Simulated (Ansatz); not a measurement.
CH3F on a (110) slab of HfO$_{2}$ (Fm-3m (No. 225)), 4 planes, outer planes HfO2 (top) and HfO2 (bottom), 1 a cell of 36.4 Å², relaxed and still whole (its atoms last):

```yaml
crystal:
  lattice:
    - [7.17414, 0.00000, 0.00000]
    - [0.00000, 5.07288, 0.00000]
    - [0.00000, 0.00000, 25.13191]
  atoms:
    - { symbol: Hf, position: [0.25000, 0.50000, 0.31832] }
    - { symbol: Hf, position: [0.75000, 0.50000, 0.31832] }
    - { symbol: O, position: [0.50000, 0.75000, 0.31832] }
    - { symbol: O, position: [0.00000, 0.75000, 0.31832] }
    - { symbol: O, position: [0.50000, 0.25000, 0.31832] }
    - { symbol: O, position: [0.00000, 0.25000, 0.31832] }
    - { symbol: Hf, position: [0.50000, 0.00000, 0.38969] }
    - { symbol: Hf, position: [0.00000, 0.00000, 0.38969] }
    - { symbol: O, position: [0.75000, 0.25000, 0.38969] }
    - { symbol: O, position: [0.25000, 0.25000, 0.38969] }
    - { symbol: O, position: [0.75000, 0.75000, 0.38969] }
    - { symbol: O, position: [0.25000, 0.75000, 0.38969] }
    - { symbol: Hf, position: [0.75064, 0.50143, 0.46849] }
    - { symbol: Hf, position: [0.24951, 0.50154, 0.46846] }
    - { symbol: O, position: [0.00006, 0.75153, 0.46325] }
    - { symbol: O, position: [0.50011, 0.74964, 0.46133] }
    - { symbol: O, position: [0.00010, 0.25600, 0.46264] }
    - { symbol: O, position: [0.50009, 0.25461, 0.46244] }
    - { symbol: Hf, position: [0.00024, 0.00412, 0.52652] }
    - { symbol: Hf, position: [0.50020, 0.99945, 0.52449] }
    - { symbol: O, position: [0.24909, 0.24291, 0.53562] }
    - { symbol: O, position: [0.75115, 0.24309, 0.53563] }
    - { symbol: O, position: [0.25534, 0.75916, 0.53438] }
    - { symbol: O, position: [0.74482, 0.75918, 0.53444] }
    - { symbol: C, position: [0.99901, 0.63095, 0.63008] }
    - { symbol: F, position: [0.99785, 0.91226, 0.61900] }
    - { symbol: H, position: [0.99853, 0.61398, 0.67348] }
    - { symbol: H, position: [0.87324, 0.55020, 0.61138] }
    - { symbol: H, position: [0.12588, 0.55248, 0.61160] }
```

The calculation used DFT PBE+D3(BJ), scalar-relativistic, plane waves, PAW in Ansatz 0.2.0. Settings: cutoff 420 eV, Γ-centred mesh 2×3×1 on the computed 29-atom cell, Gaussian smearing of 0.05 eV; no spin polarisation. The cell repeats along c with a dipole correction in the vacuum.

It binds with 0.77 eV a molecule against the clean slab and the free molecule (no zero-point or thermal terms); its shortest contact is F–Hf 2.37 Å. Take first-order desorption with no barrier to adsorption, no reaction on the face and an assumed prefactor of 10^13 s⁻¹.

**Question.** How long does a molecule stay at 573 K?

**Answer.** τ = ν⁻¹·exp(E/k_BT) with k_BT = 0.0494 eV: E/k_BT = 15.6, so τ ≈ 6×10^-7 s. At about one hit a site a second (10⁻⁶ mbar) the coverage is near τ × 1 s⁻¹, so a layer needs roughly 2×10^0 mbar.

**Question.** Where does its peak lie in a desorption experiment heated at 5 K/s?

**Answer.** The peak obeys E/(k_B·T_p²) = (ν/β)·exp(−E/k_BT_p). Solving gives T_p ≈ 292 K (E/k_BT_p = 30.6). An error of 0.1 eV in E moves it by about 38 K, and larger molecules have larger prefactors, which lowers it.

**Question.** Is this physisorption or chemisorption?

**Answer.** The tightest contact, F–Hf 2.37 Å, is 1.02 times the sum of covalent radii, and deformation and lateral interaction add up to +0.02 eV. This is chemisorption.

The molecule may also break up before it leaves, which wasn't tried.

The reference crystal is the fluorite-type form of HfO2, which isn't its usual structure.